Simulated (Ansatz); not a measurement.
This KBeCl3 structure is the end of a relaxation. The cell was found from a structure generator's guess, not taken from experiment.

These are results of DFT PBE, scalar-relativistic, plane waves, PAW (Ansatz), not measurements. Cutoff 420 eV, Γ-centred mesh, Gaussian smearing, no spin polarisation.

```xyz
10
Lattice="5.0726 0.0000 0.0000 0.0000 8.9959 0.0000 -0.1577 0.0000 7.0669" Properties=species:S:1:pos:R:3 pbc="T T T"
K     3.0715    5.3529    5.9192
K     1.8434    0.8549    1.1478
Be    1.0690    5.3898    2.1559
Be    3.8459    0.8919    4.9110
Cl    0.5330    5.5354    3.9951
Cl    4.3820    1.0374    3.0719
Cl    2.3300    4.0320    1.6262
Cl    4.4196    2.1690    6.2446
Cl    0.4953    6.6670    0.8223
Cl    2.5849    8.5299    5.4408
```

Formation energies are uncorrected and refer to the elements' standard structures at the same level (Cl₂ as a molecule).

Problem. What space group does it have?

Solution. P2_1 (No. 4). Conventional cell: a = 5.073 Å, b = 8.996 Å, c = 7.069 Å, β = 91.3°. Around K lie 7 Cl at 3.19–3.62 Å; Be has 3 Cl at 1.92–1.93 Å; Cl on its first site is surrounded by 1 Be at 1.92 Å and 2 K at 3.19 Å; Cl on its second site has 1 Be at 1.93 Å and 2 K at 3.20–3.25 Å; 1 more site not described.

Problem. How far does it lie from the elements in energy?

Solution. −1.684 eV/atom. A negative formation energy is needed for stability but isn't enough: competing phases decide.

Problem. Is it a metal?

Solution. No, the gap on the 6×4×4 mesh is 5.26 eV.

The last run used a 6×4×4 mesh (in the run's order of axes) for its 10-atom cell and Gaussian smearing of 0.02 eV. Kohn–Sham gaps at this level usually fall short of measured ones. This cell was reached by moving the atoms of another relaxed cell at random and relaxing again, last within the group found; it had no such test of its own.
